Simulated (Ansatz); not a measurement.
Theory: DFT PBE, scalar-relativistic, plane waves, PAW, and for the lanthanide a 4f-in-core norm-conserving potential (Ansatz). Settings: cutoff 660 eV, Γ-centred meshes spaced at most about 0.3 Å⁻¹, and about 0.25 Å⁻¹ or finer for metals (2π included), Gaussian smearing. No spin polarisation in the final relaxations.

All energies are static (0 K, no zero-point motion).

Two forms of Nd4S were relaxed alike.

A.

```
CELL_PARAMETERS angstrom
6.30602 0.00000 0.00000
-3.15301 5.46118 0.00000
0.00000 0.00000 5.27644
ATOMIC_POSITIONS crystal
Nd 0.50000 0.00000 0.00000
Nd 0.00000 0.50000 0.00000
Nd 0.50000 0.50000 0.00000
Nd 0.00000 0.00000 0.50000
S 0.00000 0.00000 0.00000
```

B.

```
CELL_PARAMETERS angstrom
-3.39741 3.39741 3.39741
3.39741 -3.39741 3.39741
3.39741 3.39741 -3.39741
ATOMIC_POSITIONS crystal
Nd 0.50000 0.50000 0.50000
Nd 0.50000 0.00000 0.00000
Nd 0.00000 0.00000 0.50000
Nd 0.00000 0.50000 0.00000
S 0.00000 0.00000 0.00000
```

Task: Which form is favoured at zero pressure, and by what margin per atom?

Result: B is lower, by 251 meV/atom. A has space group P6/mmm (No. 191), 36.3 Å³/atom and no gap on its mesh; B has space group Im-3m (No. 229), 31.4 Å³/atom and no gap. Counting Nd atoms around S (those within 1.25 times the shortest such distance or 1.15 times the sum of covalent radii; a plus sign parts nearer from farther groups), A has S 2+6 and B has S 8. The denser one is the lower, and pressure would at first widen the difference. In A, Nd on a site of symmetry mmm is surrounded by 2 S at 3.15 Å, 4 Nd at 3.15 Å and 4 Nd at 4.11 Å; Nd on a site of symmetry 6/mmm is surrounded by 2 S at 2.64 Å and 12 Nd at 4.11 Å; S is surrounded by 2 Nd at 2.64 Å and 6 Nd at 3.15 Å. In B, around Nd lie 2 S at 2.94 Å and 6 Nd at 3.40 Å; around S lie 8 Nd at 2.94 Å. Both come from invented guesses. A third cell relaxed alike, in Pm-3m, lies 0.32 eV/atom below the lower of the two.

Cells relaxed within their symmetry can be saddle points.

The lanthanide is trivalent by construction, without f bands, f moments or other valences.
